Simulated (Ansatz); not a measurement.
BaHCl:
```
BaHCl
1.0
    4.40039     0.00000     0.00000
    0.00000     4.40039     0.00000
    0.00000     0.00000     7.23578
Ba H Cl
2 2 2
Cartesian
  0.00000   2.20020   5.73436
  2.20020   0.00000   1.50142
  2.20020   2.20020   0.00000
  0.00000   0.00000   0.00000
  2.20020   0.00000   4.73162
  0.00000   2.20020   2.50416
```

Relaxed with r²SCAN. Special points in fractions of this cell's reciprocal vectors: Γ (0.000, 0.000, 0.000); X (0.000, 0.500, 0.000); M (0.500, 0.500, 0.000); Z (0.000, 0.000, 0.500); R (0.000, 0.500, 0.500); A (0.500, 0.500, 0.500).

Q: List the band energies nearest the valence-band maximum at these points for r²SCAN in the plane-wave PAW code Ansatz.

A: In eV from the valence-band maximum; about four levels below and three above (degenerate sets whole), none deeper than 8.9 eV; points with the same levels are listed once.

| k | below | above |
|---|---|---|
| Γ | -1.89 -1.89 -0.77 -0.43 | 4.34 4.96 5.45 |
| X | -2.18 -2.18 -0.30 -0.30 | 5.32 5.32 5.67 5.67 |
| M | -1.99 -1.99 -0.32 -0.32 | 4.86 4.86 7.47 7.47 |
| Z | -1.87 -1.87 -0.40 0.00 | 3.79 4.95 5.73 5.73 |
| R | -2.22 -2.22 -0.16 -0.16 | 5.47 5.47 6.23 6.23 |
| A | -1.97 -1.97 -0.32 -0.32 | 5.81 5.81 6.67 6.67 |

Space group P4/nmm. The workflow started from a Materials Project entry (that database holds measured and hypothetical structures alike); the Crystallography Open Database files this formula in space group No. 129, but the cells were not matched. Whether it is the stable phase at ambient conditions was not checked. Symmetry was held in the r²SCAN relaxation; its stability against distortions is not shown here. Spin–orbit coupling is left out wherever it is not named.

Potentials: the later of the program's two PAW sets.
